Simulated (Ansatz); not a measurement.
LaSiRu:
```cif
data_La2Ru2Si2
_chemical_formula_sum 'La2 Si2 Ru2'
_space_group_name_H-M_alt 'P4/nmm :1'
_space_group_IT_number 129
_space_group_name_Hall 'P 4ab 2ab -1ab'
_cell_length_a 4.24530
_cell_length_b 4.24530
_cell_length_c 7.20169
_cell_angle_alpha 90.000
_cell_angle_beta 90.000
_cell_angle_gamma 90.000
loop_
_space_group_symop_operation_xyz
  'x, y, z'
  '-y+1/2, x+1/2, z'
  '-x, -y, z'
  'y+1/2, -x+1/2, z'
  'x+1/2, -y+1/2, -z'
  '-y, -x, -z'
  '-x+1/2, y+1/2, -z'
  'y, x, -z'
  '-x+1/2, -y+1/2, -z'
  'y, -x, -z'
  'x+1/2, y+1/2, -z'
  '-y, x, -z'
  '-x, y, z'
  'y+1/2, x+1/2, z'
  'x, -y, z'
  '-y+1/2, -x+1/2, z'
loop_
_atom_site_label
_atom_site_type_symbol
_atom_site_symmetry_multiplicity
_atom_site_Wyckoff_symbol
_atom_site_fract_x
_atom_site_fract_y
_atom_site_fract_z
_atom_site_occupancy
La1 La 2 c 0.00000 0.50000 0.31289 1
Si1 Si 2 c 0.50000 0.00000 0.16255 1
Ru1 Ru 2 a 0.00000 0.00000 0.00000 1
```

This is the r²SCAN-relaxed structure.

Task: All from DFT-r²SCAN in the program Ansatz with PAW potentials, unless another level is named. Estimate the electronic character.

Result: metallic (no gap).

Task: Predict the formation energy from the elements (no fitted shifts).

Result: -0.85 eV/atom.

Task: Next, the density of states at the Fermi level?

Result: 0.81 states/eV per atom (mean over ±0.08 eV).

The workflow started from a Materials Project entry (that database holds measured and hypothetical structures alike); the Crystallography Open Database files this formula in space group No. 129, but the cells were not matched. Whether it is the stable phase at ambient conditions was not checked. The cell was relaxed with r²SCAN under the symmetry of its start; whether a distortion lowers the energy is not shown. The run is not spin-polarised. The references are the lowest solids computed at this level, not always the standard phases. Spin–orbit coupling is left out wherever it is not named.

Potentials: the later of the program's two PAW sets.
